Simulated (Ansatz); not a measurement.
A geometry of P away from equilibrium: the start of the relaxation of a relaxed P cell displaced along its unstable phonon at q = Γ (170i cm⁻¹), largest move 0.15 Å. Calculation: PBEsol (plane waves to 420 eV, PAW, scalar-relativistic; Ansatz, a quantum-chemistry and plane-wave program). Γ-centred k-mesh 13×13×13 on the run's cell (coarser than for final values), Fermi–Dirac smearing 0.05 eV.

```xyz
2
Lattice="-1.7186 1.7186 2.4310 1.7186 -1.7186 2.4310 1.7186 1.7186 -2.4310" Properties=species:S:1:pos:R:3 pbc="T T T"
P      1.7186     1.5686     1.1482
P      0.0000     0.1500     1.2828
```

**Question.** Predict the force on each atom, in eV/Å.

**Answer.** 
```tsv
atom	Fx	Fy	Fz
P1	0.00	0.78	0.17
P2	0.00	-0.78	-0.17
```

**Question.** What is the pressure?

**Answer.** +6.4 GPa, compression positive.

**Question.** How far above the relaxed end point is this geometry?

**Answer.** 0.03 eV/atom; the path ends in R-3m (No. 166) (AFLOW prototype A_hR2_166_c (A7, as in As)).

No spin polarisation in the result.

The run could not lose the symmetry of its start: the end is stationary, and may be a saddle point rather than a minimum.

The end of the path is a generated cell of P: the first start was made by placing the elements on the sites of a structure type, and the end was not matched to a known phase here, so it may be hypothetical. Known forms of P include space group No. 64.
